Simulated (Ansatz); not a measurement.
Mo:
Space group Im-3m (No. 229); a = b = c = 3.1605 Å, α = β = γ = 90.00°

```tsv
atom	site	symmetry	x	y	z
Mo	2a	m-3m	0.0000	0.0000	0.0000
```
(The calculation used a cell of 1 atom; values per cell refer to that cell.)

Relaxed with PBE.

Question: Which orbitals make up the states near the Fermi level in PBE (plane waves, PAW; program Ansatz)?

Answer: Within 0.5 eV of the Fermi level: Mo 4d 89 %, Mo 5s 5 %. Projections are on Löwdin-orthogonalised atomic valence shells; empty p or d shells of many metals are not among them.

Question: Tabulate the density of states.

Answer: States/eV per cell of 1 atom, in 0.25 eV bins, energy from the Fermi level.

```
E (eV)  total  Mo 4d  Mo 5s  Mo 4p
------  -----  -----  -----  -----
-7.35    0.00   0.00   0.00   0.00
-7.10    0.02   0.00   0.02   0.00
-6.85    0.04   0.00   0.03   0.00
-6.60    0.05   0.00   0.05   0.00
-6.35    0.07   0.00   0.06   0.00
-6.10    0.09   0.00   0.07   0.00
-5.85    0.10   0.01   0.08   0.00
-5.60    0.13   0.01   0.10   0.00
-5.35    0.23   0.09   0.12   0.01
-5.10    0.71   0.48   0.19   0.01
-4.85    1.03   0.75   0.25   0.01
-4.60    1.15   0.88   0.23   0.02
-4.35    1.40   1.15   0.21   0.02
-4.10    1.48   1.26   0.18   0.02
-3.85    1.36   1.20   0.13   0.02
-3.60    0.77   0.69   0.06   0.01
-3.35    1.08   1.05   0.02   0.01
-3.10    1.94   1.89   0.01   0.02
-2.85    1.85   1.80   0.02   0.02
-2.60    1.18   1.14   0.03   0.01
-2.35    0.97   0.91   0.04   0.01
-2.10    1.02   0.92   0.07   0.01
-1.85    1.83   1.61   0.16   0.03
-1.60    1.89   1.64   0.18   0.03
-1.35    0.95   0.80   0.10   0.01
-1.10    0.63   0.51   0.08   0.01
-0.85    0.55   0.44   0.06   0.01
-0.60    0.52   0.43   0.05   0.01
-0.35    0.52   0.44   0.04   0.00
-0.10    0.57   0.49   0.04   0.00
0.15     0.78   0.71   0.03   0.00
0.40     0.96   0.89   0.03   0.00
0.65     1.07   1.00   0.03   0.00
0.90     1.22   1.16   0.02   0.00
1.15     1.37   1.32   0.02   0.00
1.40     1.33   1.30   0.01   0.00
1.65     1.60   1.57   0.01   0.00
1.90     1.48   1.45   0.02   0.00
2.15     1.80   1.76   0.03   0.00
2.40     2.25   2.15   0.07   0.00
2.65     1.10   0.97   0.09   0.00
2.90     0.86   0.74   0.09   0.00
3.15     0.74   0.61   0.09   0.00
3.40     0.68   0.55   0.09   0.00
3.65     0.64   0.52   0.09   0.00
3.90     0.55   0.43   0.09   0.00
4.15     0.39   0.27   0.10   0.00
4.40     0.31   0.18   0.10   0.00
4.65     0.32   0.18   0.10   0.00
```

The PBE relaxation kept the symmetry of its start. The run is not spin-polarised. Scalar-relativistic: spin–orbit coupling is off unless named, which matters more the heavier the elements.

Potentials: the earlier of the program's two PAW sets.
